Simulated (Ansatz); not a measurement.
Relaxing LiRh

All numbers below come from DFT PBEsol, scalar-relativistic, plane waves, PAW in Ansatz. Settings: 420 eV cutoff, 18×18×10 k-mesh, Gaussian smearing of 0.10 eV, no spin polarisation.

What was changed: relaxed at 8 GPa.

Other phases may be more stable at this pressure.

Input:

```yaml
crystal:
  lattice:
    - [2.577467658, 0.0, 0.0]
    - [-1.288733829, 2.2321524693, 0.0]
    - [0.0, 0.0, 4.2117933538]
  atoms:
    - { symbol: Li, position: [0.0, 0.0, 0.5] }
    - { symbol: Rh, position: [0.6666666667, 0.3333333333, 0.0] }
basis:
  ecutwfc: 420
kpoints:
  mp_grid: { grid: [18, 18, 10] }
hamiltonian:
  xc: pbesol
scf:
  occupations: { method: gaussian, width: 0.1 }
output:
  forces: true
  stress: true
  eigenvalues: true
relax:
  adjacent_minimum: "off"
  f_tol: 0.008
  max_steps: 50
  cell: { stress_tol: 0.08, p_target: 8.0 }
```

F is the free energy. Steps run on the plane waves of an earlier cell, but the last one, and at times one on the way, on a freshly chosen basis, so a repeated geometry can differ a little in energy. The relaxation lowers the enthalpy F + PV at the target pressure, so F itself can rise.

Steps:

```tsv
step	F − F(1) (eV)	largest force component (eV/Å)	V (Å³/atom)	P (GPa)
1	0.0000	0.000	12.116	9.07
2	-0.0085	0.000	12.181	7.31
3	-0.0042	0.000	12.135	8.01
4	-0.0042	0.000	12.135	8.01
```

Relaxed structure:

```
CELL_PARAMETERS angstrom
2.58977 0.00000 0.00000
-1.29488 2.24280 0.00000
0.00000 0.00000 4.17846
ATOMIC_POSITIONS crystal
Li 0.00000 0.00000 0.50000
Rh 0.66667 0.33333 0.00000
```

Symmetry: P-6m2, No. 187, hexagonal system. The conventional cell has a = 2.590 Å, b = 2.590 Å, c = 4.178 Å, α = 90.00°, β = 90.00°, γ = 120.00°. Li (site symmetry -6m2) has 6 Rh at 2.57 Å and 6 Li at 2.59 Å as nearest neighbours. Rh (site symmetry -6m2) is surrounded by 6 Li at 2.57 Å and 6 Rh at 2.59 Å.

The run converged. The run took roughly 40 core-seconds.